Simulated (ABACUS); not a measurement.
A self-consistent single point of Ru (P6_3/mmc, 4 atoms in the cell; from Materials Project mp-33, changed as shown).

```xyz
4
Lattice="2.6537 0.0000 0.0000 0.0000 4.5963 0.0000 0.0000 0.0000 4.1827" Properties=species:S:1:pos:R:3 pbc="T T T"
Ru     0.0000     1.5321     1.0457
Ru     1.3268     0.7661     3.1371
Ru     1.3268     3.8302     1.0457
Ru     0.0000     3.0642     3.1371
```

All values come from this method and carry its errors: PBE, numerical atomic orbitals SZP (confined pseudo-atomic orbitals with Gaussian additions; energy shift 0.01 Ry), PseudoDojo 0.5 standard norm-conserving PBE (tails mended) pseudopotentials in ABACUS.

ABACUS settings:

* **basis**: SZP numerical atomic orbitals, energy shift 0.01 Ry
* **KPT**: Gamma 8 6 6 0 0 0
* **basis_type**: lcao
* **dft_functional**: PBE
* **ecutwfc**: 100 Ry
* **smearing_method**: fd
* **smearing_sigma**: 0.00999582 Ry
* **potentials**: PseudoDojo 0.5 standard norm-conserving PBE (tails mended)
* **symmetry**: 1
* **ks_solver**: genelpa
* **scf_nmax**: 100
* **scf_thr**: 1.0e-06
* **mixing_type**: broyden

Results:

| Property | Value |
|---|---|
| Number of valence electrons | 64 |
| Number of bands | 42 |
| Number of k-points after the program's reduction | 80 |
| Size of the basis | 80 |
| Number of SCF iterations | 6 |
| Free energy E − TS | -11000.6062 eV |
| Fermi level (on the code's own zero) | 25.69 eV |
| Pressure | 34.55 GPa |

Stress (GPa, positive for compression):
```
31.83   0.00   0.00
 0.00  33.11   0.00
 0.00   0.00  38.71
```

For comparison: a first run was changed to give this one (lattice scaled by 0.98), and from it to this one the free energy goes up by 108 meV/atom and the pressure goes from 10.29 to 34.55 GPa.

The atom-centred basis is finite, which shifts total energies and pressures against plane waves. A single-zeta basis is rough, for pressures and forces above all. The structure comes from a collection of computed structures, made at another level of theory; the collection holds predicted forms beside known ones. No clean gap shows at this smearing width and mesh (spacing up to 0.30 Å⁻¹); the mesh is coarse for partly filled bands, so the values carry mesh errors. At this pressure the cell is far from its equilibrium volume at this level.

Cost on one core: around 16 core-seconds (rough).

The atomic orbitals were generated for these runs; they are not ABACUS's published sets and were checked against plane waves on a few crystals only.

“Tails mended”: in these copies of the files the far tail of each local potential was reset to the Coulomb form.
